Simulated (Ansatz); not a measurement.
## Ansatz run, Be

Input file of Ansatz 0.2.0:

```yaml
crystal:
  lattice:
    - [-1.373867, 1.373867, 1.133396]
    - [1.373867, -1.373867, 1.133396]
    - [1.373867, 1.373867, -1.133396]
  atoms:
    - { symbol: Be, position: [0.0, 0.0, 0.0] }
  symmetry: { tolerance: 0.0003 }
kpoints:
  mp_grid: { grid: [14, 14, 14], shift: [0, 0, 0] }
  band_path:
    path:
      - [0.0, 0.0, 0.0]
      - [0.0, 0.0, 0.5]
      - [-0.5, 0.5, 0.5]
      - [0.0, 0.0, 0.0]
      - [0.42014296, 0.42014296, -0.42014296]
      - [-0.42014296, 0.57985704, 0.42014296]
      - [-0.5, 0.5, 0.5]
      - [0.0, 0.0, 0.5]
      - [0.25, 0.25, 0.25]
      - [0.0, 0.5, 0.0]
      - [0.0, 0.0, 0.0]
    npoints: 6
magnetization:
  spin_polarized: false
scf:
  occupations: { method: fermi_dirac, width: 0.0112 }
  lower_state_search: "off"
  max_iter: 200
hamiltonian:
  pseudopotentials: { kind: paw }
  xc: r2scan
basis:
  ecutwfc: 500
  fft_grid_basis: typed
output:
  forces: true
  stress: true
  eigenvalues: true
  bader: true
  populations: true
  elf: true
  write_potential: true
  volumetric_format: npy
  dos:
    e_range: [-12, 8]
    de: 0.05
    projected: { site_lists: { Be: [Be] } }
checkpoint:
  read: saved_state
```

The run starts from an earlier solution of this cell. 

Excerpt of what it printed:

```
Pseudopotentials: kind: paw
Pseudopotential: Be, paw, valence charge 2, recommended cutoff 500 eV (meta_gga), Be.paw.azcp
Functional definition: r2SCAN
  exchange = r2scan_x(k0 = k0, k1 = k1, a1 = a1)
  correlation = r2scan_c
Crystal: 1 atoms, lattice volume = 8.557 Å³
Basis set: ecut = 500 eV, 193 PW (Γ), exchange–correlation on 72×72×72 points (64 copies of the dense FFT grid, shifted against one another)
Bands: 5, of which v1, the nominal top of the filled ones, is band 1 counted from 1 (0 counted from 0)
Symmetry: 16 space group operations
Space group: I4/mmm (ITA 139), of the structure as read, at distance tolerance 6.1e-4 Å
k-points: 244 of 2744
Initial density: read from a saved state, or passed on in memory by an earlier SCF of this step, an earlier step, the calling program or the single point that the run made first
Functional: x = r2scan, c = r2scan; τ floored in thin density (d = 2e-4 eV/Å³)
SCF iter   1: F=-93.1691 eV  Δρ=1.42e-3  dr2=1.26e-4  dr2_τ=5.67e-5
SCF iter   2: F=-93.1691 eV  Δρ=6.64e-4  dr2=2.71e-5  dr2_τ=2.38e-6
SCF iter   3: F=-93.1691 eV  Δρ=2.30e-5  dr2=3.06e-8  dr2_τ=3.70e-9
Free energy (F): -93.1691 eV
Harris-Foulkes:  -93.1691 eV  (|F-HF|=5.26e-9)
Internal energy: -93.1690 eV  (E = F + TS)
E sigma→0 (E₀):  -93.1691 eV
Entropy (-TS):   -0.0001 eV (-0.134 meV/atom)
Fermi energy:    7.6894 eV
--- Per-component energies (eV) ---
  E_band       = 4.7203
  E_kinetic    = 19.8858
  E_local      = 2.8169  (includes V_loc(G=0)·N_el)
  E_nonlocal   = 4.1795
  E_hartree    = 0.0379
  E_xc         = -18.6044
  E_vxc        = -21.8266  (∫ρ·V_xc dr)
  E_paw        = -60.8640  (= ΣΔE_a)
  E_vpaw       = -1.2788  (= ΣTr[D̂ρ^β])
  E_aug_tail   =  0.0000  (compensation charges beyond the density's cutoff)
  E_vtau       = 0.8677  (kinetic-family band-sum trace: ∫τ·v_τ [+ j·A + Jᵃ·Aᵃ] dr)
  E_ewald      = -40.6086
  E_core_change = -0.0120  (= ΣΔE_core)
  E_smearing   = -0.0001  (= −TS)
--- Stress (GPa, compression-positive) ---
      -11.6524       0.0000       0.0000
        0.0000     -11.6524       0.0000
        0.0000       0.0000       7.3742
  P = ⅓ Tr σ = -5.3102 GPa (-53.102 kbar)
--- Bader charges: 1 site ---
  site symbol  charge [e]  shift [e]
     0     Be      0.0000     0.0000
```

Origin: a known structure type with other elements, at an estimated volume, so it need not be a known compound.
